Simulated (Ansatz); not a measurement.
GaAs:
```yaml
crystal:
  lattice:
    - [3.99998, 0.00000, 0.00000]
    - [-1.99999, 3.46408, 0.00000]
    - [0.00000, 0.00000, 13.12718]
  atoms:
    - { symbol: Ga, position: [0.66667, 0.33333, 0.99988] }
    - { symbol: As, position: [0.66667, 0.33333, 0.18773] }
    - { symbol: Ga, position: [0.00000, 0.00000, 0.25039] }
    - { symbol: As, position: [0.00000, 0.00000, 0.43699] }
    - { symbol: Ga, position: [0.33333, 0.66667, 0.49988] }
    - { symbol: As, position: [0.33333, 0.66667, 0.68773] }
    - { symbol: Ga, position: [0.00000, 0.00000, 0.75039] }
    - { symbol: As, position: [0.00000, 0.00000, 0.93699] }
```

Relaxed with r²SCAN. Special points in fractions of this cell's reciprocal vectors: Γ (0.000, 0.000, 0.000); M (0.500, 0.000, 0.000); K (0.333, 0.333, 0.000); A (0.000, 0.000, 0.500); L (0.500, 0.000, 0.500); H (0.333, 0.333, 0.500).

### Question
List the band energies nearest the valence-band maximum at these points for plane-wave PAW r²SCAN with spin–orbit coupling (Ansatz code).

### Answer
In eV from the valence-band maximum; about four levels below and three above (degenerate sets whole), none deeper than 8.9 eV; points with the same levels are listed once.

```json
[
 {"k": "Γ", "below": "-0.06 -0.06 0.00 0.00", "above": "0.87 0.87 1.11 1.11"},
 {"k": "M", "below": "-1.69 -1.69 -1.31 -1.31", "above": "1.29 1.29 1.38 1.38"},
 {"k": "K", "below": "-2.47 -2.46 -1.87 -1.87", "above": "2.41 2.41 3.15 3.15 3.15"},
 {"k": "A", "below": "-0.24 -0.24 -0.24 -0.24", "above": "1.26 1.26 1.26 1.26"},
 {"k": "L", "below": "-1.63 -1.63 -1.63 -1.63", "above": "1.67 1.67 1.67 1.67"},
 {"k": "H", "below": "-2.29 -2.29 -2.26 -2.26", "above": "2.38 2.38 2.39 2.39"}
]
```

Space group P6_3mc. The start of the workflow was typed in or built on a structure type; the Crystallography Open Database copy checked does not list it. It is not the phase usual at ambient conditions (space group No. 216). The r²SCAN relaxation kept the symmetry of its start; its stability against distortions is not shown here.

Potentials: the later of the program's two PAW sets.
